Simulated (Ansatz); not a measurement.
All numbers below come from DFT PBE, scalar-relativistic, plane waves, PAW (Ansatz). The final run on the 7-atom cell used 420 eV, a Γ-centred 8×8×8 mesh, 0.10 eV smearing and no spin polarisation.

Formation energies are uncorrected and count from the elements' standard states at the same level.

Question: Propose a candidate for a cubic metal that holds C and 1 more element, with a formation energy near −0.14 eV/atom and about 19 Å³ per atom, in a cell of 7 atoms. Its symmetry should be Pm-3m (No. 221).

Answer: Y4C3, space group Pm-3m (No. 221). Y on a site of symmetry m-3m is surrounded by 6 C at 2.53 Å; Y on a site of symmetry 4/mmm is surrounded by 4 C at 2.53 Å; C is surrounded by 6 Y at 2.53 Å.

Space group Pm-3m (No. 221). a = 5.067 Å, b = 5.067 Å, c = 5.067 Å, α = 90.00°, β = 90.00°, γ = 90.00°
```tsv
atom	site	symmetry	x	y	z
Y	1b	m-3m	0.5000	0.5000	0.5000
Y	3d	4/mm.m	0.5000	0.0000	0.0000
C	3c	4/mm.m	0.5000	0.5000	0.0000
```

| Quantity | Value |
| --- | --- |
| Volume per atom | 18.58 Å³ |
| Density | 5.00 g/cm³ |
| Formation energy | −0.14 eV/atom |
| Gap on the 8×8×8 mesh of the 7-atom cell | 0 eV (a metal) |

It was reached by relaxing an invented guess, and it needn't be the stable form of this composition. Other answers may fit too; this one was computed.

The reference form of C is held partly by dispersion forces, which this level lacks. A structure relaxed within its symmetry needn't be a true minimum.
